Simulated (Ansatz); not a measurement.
Structure: an ordered 6-atom cell of MgBe2Te3 on the zincblende lattice (P3m1), at its r2SCAN minimum. It is trigonal, P3m1 (No. 156); a = 4.162 Å, c = 10.445 Å in the conventional setting, 26.11 Å³ an atom. Be is surrounded by 4 Te at 2.44–2.52 Å; Be is surrounded by 4 Te at 2.44–2.53 Å; Mg is surrounded by 4 Te at 2.70–2.79 Å; Te is surrounded by 4 Be at 2.44–2.52 Å; Te is surrounded by 3 Be at 2.53 Å and 1 Mg at 2.79 Å; Te is surrounded by 1 Be at 2.44 Å and 3 Mg at 2.70 Å.

```
CELL_PARAMETERS angstrom
4.16168 0.00000 0.00000
-2.08084 3.60412 0.00000
0.00000 0.00000 10.44453
ATOMIC_POSITIONS crystal
Be 0.00000 0.00000 0.98812
Be 0.66667 0.33333 0.68091
Mg 0.33333 0.66667 0.33865
Te 0.66667 0.33333 0.91467
Te 0.33333 0.66667 0.60602
Te 0.00000 0.00000 0.22163
```

4 runs of the PAW code Ansatz on this cell differ in the functional (and in the settings that go with it). Levels are in eV from each run's valence top; v1 is the last filled band, c1 the first empty one.

Run A, mean stress +0.4 GPa (compression positive):

| point | v4 | v3 | v2 | v1 | c1 | c2 |
| --- | --- | --- | --- | --- | --- | --- |
| Γ | -0.72 | -0.41 | 0.00 | 0.00 | 2.44 | 2.54 |
| M | -2.26 | -1.91 | -1.69 | -0.89 | 1.93 | 2.58 |
| K | -3.09 | -1.93 | -1.70 | -1.61 | 2.83 | 2.85 |
| A | -0.66 | -0.66 | -0.06 | -0.06 | 2.51 | 2.82 |
| L | -2.41 | -1.81 | -1.18 | -0.79 | 2.33 | 2.53 |
| H | -2.84 | -2.22 | -2.03 | -2.02 | 3.79 | 3.90 |

Run B, mean stress 0.0 GPa (compression positive):

| point | v4 | v3 | v2 | v1 | c1 | c2 |
| --- | --- | --- | --- | --- | --- | --- |
| Γ | -0.72 | -0.41 | 0.00 | 0.00 | 2.98 | 3.05 |
| M | -2.31 | -1.93 | -1.71 | -0.92 | 2.30 | 2.94 |
| K | -3.16 | -1.98 | -1.73 | -1.65 | 3.22 | 3.24 |
| A | -0.65 | -0.65 | -0.06 | -0.06 | 2.98 | 3.36 |
| L | -2.46 | -1.84 | -1.20 | -0.81 | 2.71 | 2.96 |
| H | -2.88 | -2.27 | -2.07 | -2.05 | 4.17 | 4.35 |

Run C, mean stress -0.5 GPa (compression positive):

| point | v4 | v3 | v2 | v1 | c1 | c2 |
| --- | --- | --- | --- | --- | --- | --- |
| Γ | -0.74 | -0.41 | 0.00 | 0.00 | 3.29 | 3.38 |
| M | -2.43 | -2.03 | -1.78 | -0.98 | 2.62 | 3.31 |
| K | -3.36 | -2.05 | -1.83 | -1.72 | 3.57 | 3.59 |
| A | -0.67 | -0.67 | -0.06 | -0.06 | 3.33 | 3.69 |
| L | -2.57 | -1.93 | -1.24 | -0.86 | 3.06 | 3.30 |
| H | -3.08 | -2.35 | -2.17 | -2.16 | 4.55 | 4.71 |

Run D, mean stress -0.5 GPa (compression positive):

| point | v4 | v3 | v2 | v1 | c1 | c2 |
| --- | --- | --- | --- | --- | --- | --- |
| Γ | -0.75 | -0.41 | 0.00 | 0.00 | 3.95 | 4.04 |
| M | -2.47 | -2.06 | -1.81 | -1.00 | 3.28 | 3.98 |
| K | -3.43 | -2.08 | -1.86 | -1.75 | 4.24 | 4.26 |
| A | -0.67 | -0.67 | -0.07 | -0.07 | 4.00 | 4.36 |
| L | -2.61 | -1.95 | -1.26 | -0.87 | 3.73 | 3.97 |
| H | -3.14 | -2.38 | -2.21 | -2.20 | 5.23 | 5.39 |

**Question.** Match the runs to PBE, r2SCAN, HSE06, PBE0.

**Answer.** A is PBE, B is r2SCAN, C is HSE06, D is PBE0. In order of the gap: PBE 1.93, r2SCAN 2.30, HSE06 2.62, PBE0 3.28 eV. The stress vanishes for r2SCAN, which relaxed the cell.

Note: simulated data, non-magnetic, for a generated structure that need not be the stable one.

Spin-orbit coupling is left out, which matters wherever the heavy atoms make up the band edges.

The stress of a hybrid is loosely converged in these runs.

The meshes of the hybrids are coarse, so their gaps aren't converged to the digits shown.
